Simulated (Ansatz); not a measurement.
BaTe2:
```cif
data_Ba2Te4
_chemical_formula_sum 'Ba2 Te4'
_space_group_name_H-M_alt 'P 1'
_space_group_IT_number 1
_cell_length_a 6.82957
_cell_length_b 6.82957
_cell_length_c 6.82957
_cell_angle_alpha 115.862
_cell_angle_beta 115.862
_cell_angle_gamma 97.331
loop_
_space_group_symop_operation_xyz
  'x, y, z'
loop_
_atom_site_label
_atom_site_type_symbol
_atom_site_fract_x
_atom_site_fract_y
_atom_site_fract_z
_atom_site_occupancy
Ba1 Ba 0.75000 0.75000 0.00000 1
Ba2 Ba 0.25000 0.25000 0.00000 1
Te1 Te 0.36381 0.86381 0.22763 1
Te2 Te 0.63619 0.13619 0.77237 1
Te3 Te 0.86381 0.63619 0.50000 1
Te4 Te 0.13619 0.36381 0.50000 1
```

Relaxed with r²SCAN.

Tabulate the valence density and the electron localisation function along the shortest Te–Te contact (2.79 Å), DFT-r²SCAN in the program Ansatz with PAW potentials.



| distance from Te (Å) | density (e/Å³) | ELF |
|---|---|---|
| 0.28 | 13.09 | 0.01 |
| 0.42 | 8.83 | 0.04 |
| 0.56 | 4.85 | 0.14 |
| 0.70 | 2.14 | 0.28 |
| 0.84 | 0.94 | 0.36 |
| 0.98 | 0.63 | 0.42 |
| 1.12 | 0.51 | 0.52 |
| 1.26 | 0.45 | 0.64 |
| 1.40 | 0.43 | 0.68 |
| 1.54 | 0.45 | 0.64 |
| 1.68 | 0.51 | 0.52 |
| 1.82 | 0.63 | 0.42 |
| 1.96 | 0.94 | 0.36 |
| 2.10 | 2.14 | 0.28 |
| 2.23 | 4.85 | 0.14 |
| 2.37 | 8.83 | 0.04 |
| 2.51 | 13.09 | 0.01 |

The density is the valence pseudo-density with augmentation charge, so density and ELF within about 1 Å of a nucleus are not all-electron values.

Space group I4/mcm. The first step of the workflow began from a Materials Project structure, measured or hypothetical; the Crystallography Open Database copy checked does not list it. Its standing as an ambient phase is unchecked. The cell was relaxed with r²SCAN under the symmetry of its start; whether a distortion lowers the energy is not shown. Spin–orbit coupling is left out wherever it is not named.

Potentials: the later of the program's two PAW sets.
